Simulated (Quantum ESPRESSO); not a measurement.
Parts of the isotropic shielding in Na$_{2}$S, by GIPAW with PBE in a modified build of Quantum ESPRESSO, on JTH PAW datasets, 30 Ha, k-mesh 5×5×5 shifted:

```xyz
3
Lattice="0.0000 3.2735 3.2735 3.2735 0.0000 3.2735 3.2735 3.2735 0.0000" Properties=species:S:1:pos:R:3 pbc="T T T"
Na     1.6367     1.6368     1.6367
Na     4.9102     4.9103     4.9103
S      0.0000     0.0000     0.0000
```
The cell was made here from an entry of the Crystallography Open Database (unchecked): atoms relaxed with PBE in the measured cell (PBE without dispersion, pw.x of Quantum ESPRESSO, symmetry kept).  Stability against distortions was not tested.

The core term is that of the free atom's frozen core; the paramagnetic column sums the reconstruction terms. Shieldings are absolute and leave out the bulk-susceptibility term; a larger σ means a smaller chemical shift. By our sweeps, such settings leave a few ppm in absolute σ. The datasets of Na, S hold no d projectors, which limits absolute σ on these atoms.

| site | core | bare (smooth current) | diamagnetic correction | paramagnetic corrections | σ_iso (ppm) |
|---|---|---|---|---|---|
| Na (atoms 1, 2) | 377.3 | 81.4 | 154.8 | (withheld) | (withheld) |
| S (atom 3) | 979.8 | 63.2 | -10.1 | (withheld) | (withheld) |

**Question.** Complete the blanks.

**Answer.** 
- Na (atoms 1, 2), paramagnetic corrections: -117.2
- Na (atoms 1, 2), σ_iso (ppm): 496.2
- S (atom 3), paramagnetic corrections: -249.2
- S (atom 3), σ_iso (ppm): 783.7
